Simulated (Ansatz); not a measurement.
# Mg (P6_3/mmc): elastic constants by finite strains

Level of theory: PBEsol, PAW on Ansatz 0.2.0's default frozen-core files (fitted under PBE), scalar-relativistic.

Cell and atoms were relaxed beforehand by PAW with this functional.

Command:

```sh
ansatz run input.yaml --threads 1 --pin off --max-ram 2048MiB --backend cpu --events-out ev --progress --plain --runs-dir out
```

Input:

```yaml
crystal:
  lattice:
    - [3.18164044962, 0.0, 0.0]
    - [-1.59082022481, 2.75538145508, 0.0]
    - [0.0, 0.0, 5.13949072488]
  atoms:
    - { symbol: Mg, position: [0.333333333333, 0.666666666667, 0.25] }
    - { symbol: Mg, position: [0.666666666667, 0.333333333333, 0.75] }
kpoints:
  mp_grid: { grid: [16, 16, 8] }
scf:
  occupations: { method: fermi_dirac, width: 0.1 }
hamiltonian:
  xc: pbesol
  pseudopotentials: { kind: paw }
elastic:
  mode: relaxed_ion
  stencil: four_point
  amplitude: 0.003
```

Output:

```
Warning: RAYON_NUM_THREADS=1 ignored (pool sized by the plan → 1); use --threads N
Engine: ansatz 0.2.0, x86_64-unknown-linux-gnu
Pseudopotentials: kind: paw
Pseudopotential: Mg, paw, valence charge 10, recommended cutoff 420 eV (normal), Mg.paw.azcp
Functional definition: PBEsol
  exchange = pbesol_x
  correlation = pbesol_c
Crystal: 2 atoms, lattice volume = 45.056 Å³
Basis set: ecut = 420 eV, 881 PW (Γ), exchange–correlation on 48×48×72 points (8 copies of the dense FFT grid, shifted against one another)
Bands: 14, of which v1, the nominal top of the filled ones, is band 10 counted from 1 (9 counted from 0)
Symmetry: 24 space group operations
Space group: P63/mmc (ITA 194), of the structure as read, at distance tolerance 3.6e-5 Å
k-points: 150 of 2048
Non-local potential: Mg, projectors of the file, l = 0: 3, l = 1: 2, l = 2: 1
PAW form: soft (Blöchl's): semilocal exchange-correlation on the pseudo side does not see the compensation charge
PAW frozen core: Mg, regenerated for the run's functional, and the local potential with it (the file was generated under x = pbe(κ = 0.804, μ = 0.2195149727645171), c = pbe(β = 0.06672455060314922))
PAW one-centre angular grid: Mg, 110 points (default); XC on 64 Gauss nodes
Initial density: superposition of atomic densities (neutral atoms: chi_scale 0, normalization atom), corrected by the library's trained network
Initial wavefunctions: pseudopotential atomic-orbital guess
Functional: x = pbesol(κ = 0.804, μ = 0.12345679012345678), c = pbesol(β = 0.046)
SCF iter   1: F=—  HF=-3824.114034 eV  |F-HF|=—  |Δ(HF+E_count)|=         —  Δρ=2.02e-3  dr2=9.15e-4  ethr=1.77e-3  ⟨swp⟩=5.0  Hψ=10474  notcnv=0
preconditioner: auto → none  [metal: Δε(μ)=0.006 eV  Ē_g=6.986 eV  σ=0.100 eV  W_gap=0.02  n_scr=8 (ndim 8)  ℏωp=11.1 eV  f_vac=0.000  D(μ)=0.91/eV (n_scr^D=2)  sad-step TF]
SCF iter   2: F=—  HF=-3824.112775 eV  |F-HF|=—  |Δ(HF+E_count)|=   1.26e-3  Δρ=9.16e-4  dr2=2.53e-4  ethr=4.57e-6  ⟨swp⟩=2.3  Hψ=4811  notcnv=0
SCF iter   3: F=—  HF=-3824.112679 eV  |F-HF|=—  |Δ(HF+E_count)|=   9.58e-5  Δρ=1.47e-4  dr2=8.92e-6  ethr=1.27e-6  ⟨swp⟩=2.0  Hψ=3539  notcnv=0
SCF iter   4: F=—  HF=-3824.112674 eV  |F-HF|=—  |Δ(HF+E_count)|=   5.28e-6  Δρ=4.19e-5  dr2=3.80e-7  ethr=4.46e-8  ⟨swp⟩=2.0  Hψ=3428  notcnv=0
SCF iter   5: F=—  HF=-3824.112673 eV  |F-HF|=—  |Δ(HF+E_count)|=   7.99e-7  Δρ=9.66e-6  dr2=2.10e-8  ethr=1.90e-9  ⟨swp⟩=2.0  Hψ=3503  notcnv=0
SCF iter   6: F=—  HF=-3824.112673 eV  |F-HF|=—  |Δ(HF+E_count)|=   1.56e-8  Δρ=4.27e-7  dr2=3.55e-11  ethr=1.05e-10  ⟨swp⟩=2.0  Hψ=3528  notcnv=0
SCF iter   7: F=—  HF=-3824.112673 eV  |F-HF|=—  |Δ(HF+E_count)|=  4.09e-12  Δρ=8.39e-8  dr2=1.35e-12  ethr=1.77e-13 (applied; sched 1.00e-12)  ⟨swp⟩=2.0  Hψ=3503  notcnv=0
SCF iter   8: F=-3824.112673 eV  HF=-3824.112673 eV  |F-HF|=4.55e-13  |Δ(HF+E_count)|=  2.27e-12  Δρ=3.00e-9  dr2=2.68e-15  ethr=1.00e-12  ⟨swp⟩=4.0  Hψ=6782  notcnv=0
SCF 1 converged in 8 iterations: F = -3824.112673 eV  dr2 = 2.68e-15
  greatest PAW one-centre occupation: 1.000 electrons in one spin orbital (limit 2), on the Mg atom at site 1 (counted from 0), in its partial waves of l = 0
Crystal: 2 atoms, lattice volume = 44.786 Å³
[... 136 lines left out ...]
  E_nonlocal   = 192.724464
  E_hartree    = 1150.539337
  E_xc         = -56.357811
  E_vxc        = -73.069427  (∫ρ·V_xc dr)
  E_paw        = -562.520292  (= ΣΔE_a)
  E_vpaw       = -53.708276  (= ΣTr[D̂ρ^β])
  E_aug_tail   = -0.000005  (compensation charges beyond the density's cutoff)
  E_ewald      = -1472.506858
  E_core_change = 0.117725  (= ΣΔE_core)
  E_smearing   = -0.029371  (= −TS)
  E_closure    = -0.000000  (closes the sum)
  Σ components = -3824.112673   (vs F -3824.112673, Δ=0.00e0)
--- Forces (eV/Å), atoms counted from 1 ---
  atom   1  Mg    -0.00000000     0.00000000     0.00000000
  atom   2  Mg     0.00000000    -0.00000000    -0.00000000
  max |Σ_I F_I| component: 0.00e0 eV/Å
--- Stress (GPa, compression-positive) ---
        0.042274      -0.000000       0.000000
       -0.000000       0.042274       0.000000
        0.000000       0.000000      -0.029146
  P = ⅓ Tr σ = 0.0185 GPa (0.185 kbar)
--- Elastic constants: 3 strain directions × 4 members + reference (group order 24) ---
  dense FFT box of the reference and of every strained cell: 24×24×36
  strains applied: 11, 33, 23; error gains: componentwise 1.00 (the most a stress slope's error grows in a printed constant), spectral 1.41 (1 for all six strains in a standard setting)
  C = ∂σ_k/∂η_j (tension-positive GPa; Voigt order 11 22 33 23 13 12):
        57.461     31.809     23.299      0.000      0.000     -0.000
        31.809     57.461     23.299      0.000     -0.000     -0.000
        23.230     23.230     64.092     -0.000      0.000      0.000
         0.000     -0.000     -0.000     17.702      0.000      0.000
        -0.000      0.000     -0.000      0.000     17.702     -0.000
         0.000     -0.000     -0.000     -0.000      0.000     12.826
  reference stress σ⁰ (GPa):     -0.042     -0.042      0.029     -0.000     -0.000      0.000
  C* (energy form; C + prestress term) asymmetry max|C*_kj − C*_jk| = 2.037e-3 GPa — a small one proves nothing (zero by symmetry where the batch's group is 432, −43m or m−3m); a large one is finite-difference/SCF noise where ...
  moduli (Voigt/Reuss/Hill, GPa): K = 37.30/37.29/37.30   G = 16.36/15.77/16.06   E = 42.14   ν = 0.312
  mechanically stable: yes (min eigenvalue of sym C = 12.83 GPa)
  the stresses are not corrected for the forces that the relaxations left standing (`elastic.f_tol`)
  strain η (Voigt 11):  stress-route row diagonal C_11 = 57.46 GPa, energy-path curvature d²(F+E_count+ΔE)/dδ²/Ω₀ = 57.42 GPa
    cells at ±δ against ±2δ: C11 57.47 and 57.49 GPa, apart by 0.03 % of the column's largest entry
         δ    σ_11 (GPa)             F (eV)   n_scf  n_hpsi   n_pw
    -6.000e-3      -0.3948       -3824.1123062       8   89407    889   relax 3 steps, max|allowed force component| 1.04e-5 eV/Å
    -3.000e-3      -0.2166       -3824.1125637       8   89854    894   relax 2 steps, max|allowed force component| 2.48e-5 eV/Å
     3.000e-3       0.1282       -3824.1126360       8   89900    900   relax 2 steps, max|allowed force component| 2.04e-5 eV/Å
     6.000e-3       0.2950       -3824.1124574       8   90198    902   relax 2 steps, max|allowed force component| 2.08e-5 eV/Å
  strain η (Voigt 33):  stress-route row diagonal C_33 = 64.09 GPa, energy-path curvature d²(F+E_count+ΔE)/dδ²/Ω₀ = 64.09 GPa
    cells at ±δ against ±2δ: C33 64.10 and 64.11 GPa, apart by 0.03 % of the column's largest entry
         δ    σ_33 (GPa)             F (eV)   n_scf  n_hpsi   n_pw
    -6.000e-3      -0.3776       -3824.1123850       6   35332    898   relax 0 steps, max|allowed force component| 2.78e-17 eV/Å
    -3.000e-3      -0.1687       -3824.1126148       3   29272    898   relax 0 steps, max|allowed force component| 9.25e-18 eV/Å
     3.000e-3       0.2159       -3824.1125684       3   28711    905   relax 0 steps, max|allowed force component| 3.70e-17 eV/Å
     6.000e-3       0.3917       -3824.1123114       5   31383    905   relax 0 steps, max|allowed force component| 6.48e-17 eV/Å
  strain η (Voigt 23):  stress-route row diagonal C_44 = 17.70 GPa, energy-path curvature d²(F+E_count+ΔE)/dδ²/Ω₀ = 17.70 GPa
    cells at ±δ against ±2δ: C44 17.70 and 17.71 GPa, apart by 0.03 % of the column's largest entry
         δ    σ_23 (GPa)             F (eV)   n_scf  n_hpsi   n_pw
    -6.000e-3      -0.1063       -3824.1125830       9  141954    897   relax 2 steps, max|allowed force component| 4.98e-5 eV/Å
    -3.000e-3      -0.0531       -3824.1126503       9  141926    898   relax 1 steps, max|allowed force component| 4.57e-5 eV/Å
     3.000e-3       0.0531       -3824.1126503       8  136480    898   relax 1 steps, max|allowed force component| 4.57e-5 eV/Å
     6.000e-3       0.1063       -3824.1125830       9  141879    897   relax 2 steps, max|allowed force component| 4.98e-5 eV/Å
```

Self-consistency was reached.

Elastic moduli:

Elastic constants of a crystal by Kohn-Sham DFT: slopes of the stress over finite engineering strains of the given cell, Voigt indices, Cartesian axes as in the input; Hill averages of a grain aggregate, Debye temperature from the mean sound speed over directions.

| Quantity | Value |
| --- | --- |
| Bulk modulus | 37.3 GPa |
| Shear modulus | 16.06 GPa |
| Young modulus | 42.14 GPa |
| Poisson ratio | 0.3117 |
| Bulk over shear modulus | 2.322 |
| Elastic anisotropy index | 0.1881 |
| Least young modulus | 37.88 GPa |
| Largest young modulus | 51.97 GPa |
| Longitudinal sound speed | 5725 m/s |
| Transverse sound speed | 2994 m/s |
| Elastic debye temperature | 352.1 K |
| Linear compressibility (x, y, z) | 8.801, 8.801, 9.213 1/TPa |

Elastic constants:

```
Pressure at rest         : 0.018 GPa
Least elastic eigenvalue : 12.83 GPa
Elastically stable       : yes
```

| index | elastic (GPa) |
| --- | --- |
| 11 | 57.46 |
| 12 | 31.81 |
| 13 | 23.26 |
| 33 | 64.09 |
| 44 | 17.7 |

### Strained cells

Stress of each strained cell less that at rest, tension positive.

```
strain component  strain  stress xx (GPa)  stress yy (GPa)  stress zz (GPa)  stress yz (GPa)  stress xz (GPa)  stress xy (GPa)  relaxation steps
              xx  -0.006          -0.3525          -0.1924           -0.143                0                0                0                 3
              xx  -0.003          -0.1743          -0.0958          -0.0706                0                0                0                 2
              xx   0.003           0.1705           0.0951           0.0688                0                0                0                 2
              xx   0.006           0.3374           0.1893           0.1356                0                0                0                 2
              zz  -0.006          -0.1365          -0.1365          -0.4068                0                0                0                 0
              zz  -0.003           -0.069           -0.069          -0.1978                0                0                0                 0
              zz   0.003           0.0708           0.0708           0.1868                0                0                0                 0
              zz   0.006           0.1432           0.1432           0.3626                0                0                0                 0
              yz  -0.006          -0.0012          -0.0012          -0.0012          -0.1063                0                0                 2
              yz  -0.003          -0.0001          -0.0004          -0.0003          -0.0531                0                0                 1
              yz   0.003          -0.0001          -0.0004          -0.0003           0.0531                0                0                 1
              yz   0.006          -0.0012          -0.0012          -0.0012           0.1063                0                0                 2
```

Known limits: frozen-core PAW files fitted under PBE, their cores solved anew for the functional of the run; responses of metals move with mesh and smearing; elastic stability says nothing of phonons or of other phases.

Time and hardware: 3.2 min on 1 thread of Intel(R) Xeon(R) Platinum 8375C CPU @ 2.90GHz (Ice Lake), on a shared host, peak memory 0.64 GiB.
